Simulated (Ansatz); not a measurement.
Si (diamond)

```
CELL_PARAMETERS angstrom
      0.00000     2.72210     2.72210
      2.72210     0.00000     2.72210
      2.72210     2.72210     0.00000
ATOMIC_POSITIONS crystal
  Si 0.00000 0.00000 0.00000
  Si 0.25000 0.25000 0.25000
```

E(V) scan at fixed shape, V₀ the volume above. Symmetry pins the atoms to their sites.

These are r2SCAN (plane waves to 500 eV, PAW, scalar-relativistic; Ansatz, a program for electronic structure) values and carry that method's errors. k mesh 11×11×11 (Γ-centred), Fermi-Dirac smearing 0.05 eV. Energies are smeared free energies. Compression counts positive. Si was relaxed with its symmetry unable to fall. The zero of ΔE is the relaxed starting cell.

| a (Å) | P (GPa) | ΔE (meV/atom) |
|---|---|---|
| 5.1368 | ___ | 210.2 |
| 5.2171 | 16.1 | 109.4 |
| 5.2950 | ___ | 45.1 |
| 5.3706 | 4.3 | 10.5 |
| 5.4442 | 0.0 | 0.0 |
| 5.5158 | ___ | 9.1 |
| 5.5857 | -6.3 | 34.1 |
| 5.6538 | -8.6 | 71.9 |
| 5.7203 | -10.4 | ___ |

Q: Some entries are withheld; supply them.

A: 
- 5.1368, P (GPa): 24.2
- 5.2950, P (GPa): 9.6
- 5.5158, P (GPa): -3.5
- 5.7203, ΔE (meV/atom): 120.0

(Under strain, the slope of the energy per volume gives the stress and its curvature an elastic modulus.)
